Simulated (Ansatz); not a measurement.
Zn (fcc (Cu type), Fm-3m) at seven volumes, plane-wave PAW LDA (Ansatz code), scaled uniformly. One row is withheld.

| V (Å³/atom) | P (GPa) |
|---|---|
| 12.291 | 12.10 |
| 12.696 | 7.22 |
| 13.101 | 3.24 |
| 13.506 | 0.00 |
| 13.912 | -2.67 |
| 14.317 | ? |
| 14.722 | -6.76 |

Q: Fit the shown pressures and predict the withheld one.

A: P = (3/2)B₀(x^(7/2) − x^(5/2))[1 + (3/4)(B′ − 4)(x − 1)] with x = (V₀/V)^(2/3). Least squares on the six rows gives V₀ = 13.505 Å³/atom, B₀ = 99.0 GPa, B′ = 5.50. At V = 14.317, x = 0.9618 and P = -4.92 GPa. The run itself gave -4.90 GPa.

The first step of the workflow began from a Materials Project structure, measured or hypothetical; the Crystallography Open Database copy checked does not list it. It is not the phase usual at ambient conditions (space group No. 194). The LDA relaxation kept the symmetry of its start. At this level the phase is mechanically unstable.

Potentials: the later of the program's two PAW sets.
